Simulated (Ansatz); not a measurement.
A: GaAs (zinc blende), a = 5.7461 Å, b = 5.7461 Å, c = 5.7461 Å, α = 90.00°, β = 90.00°, γ = 90.00°
B: V (bcc, W type), a = b = c = 2.997 Å, α = β = γ = 90.00°
C: Li (bcc, W type), a = 3.435 Å, b = 3.435 Å, c = 3.435 Å, α = 90.00°, β = 90.00°, γ = 90.00°

Scan: energy against volume (even scaling of the relaxed cell, symmetry kept). One method and one kind of scan serve all of them; meshes and ranges differ. All were relaxed with their symmetry unable to fall. The PAW data are Ansatz's earlier set. V is run without spin polarisation.

Problem. Order them by bulk modulus (fitted) (lowest first) at the level PBE (plane waves to 420 eV, PAW, scalar-relativistic; Ansatz, a quantum-chemistry and plane-wave program).

Solution. C (13.9 GPa), A (60.4 GPa), B (182 GPa)

(A scan under strain: stresses follow from slopes of the energy per volume, elastic moduli from its curvatures.)
